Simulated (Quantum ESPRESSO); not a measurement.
Kohn-Sham bands of CsSnBr₃ (cubic perovskite)

```yaml
crystal:
  lattice:
    - [5.83901, 0.00000, 0.00000]
    - [0.00000, 5.83901, 0.00000]
    - [0.00000, 0.00000, 5.83901]
  atoms:
    - { symbol: Cs, position: [0.00000, 0.00000, 0.00000] }
    - { symbol: Sn, position: [0.50000, 0.50000, 0.50000] }
    - { symbol: Br, position: [0.50000, 0.00000, 0.50000] }
    - { symbol: Br, position: [0.00000, 0.50000, 0.50000] }
    - { symbol: Br, position: [0.50000, 0.50000, 0.00000] }
```

Structure: Materials Project mp-27214, symmetrised, not relaxed again. Not found in the COD (Crystallography Open Database) copy used; not checked further. Computed values, not measurements, from PBEsol: Quantum ESPRESSO (norm-conserving PseudoDojo potentials, cutoff 58 Ry, spinors with spin-orbit coupling) on a Γ-centred 4×4×4 mesh, then Wannier90. Density: 6×6×6 mesh, cold smearing 0.01 Ry. With spin-orbit coupling a semilocal functional can close or falsely invert a small gap; the band order was not checked against a better method. The gap is small at this level and was sampled on the meshes and a path alone.

Energies are relative to the valence-band maximum; weights are on the orthonormalised atomic waves of the pseudopotential files, averaged over the group. 44 electrons a cell are treated as valence.

Problem. Into which isolated groups do the bands fall, where do they lie and what are they made of?

Solution. 
```
bands  from (eV)  to (eV)  filling              weight on atomic waves
-----  ---------  -------  -------  ----------------------------------
1–4       -22.68   -22.68   filled                         Sn 4d 100 %
5–6       -22.20   -22.20   filled                         Cs 5s 100 %
7–12      -21.65   -21.63   filled                         Sn 4d 100 %
13–18     -15.64   -15.10   filled               Br 4s 92 %, Sn 5p 5 %
19–20     -10.16   -10.12   filled                          Cs 5p 99 %
21–26      -8.83    -6.30   filled  Cs 5p 66 %, Sn 5s 21 %, Br 4p 11 %
27–44      -5.28     0.00   filled               Br 4p 87 %, Sn 5p 7 %
```

The Kohn-Sham gap over both meshes and the path is 0.08 eV.
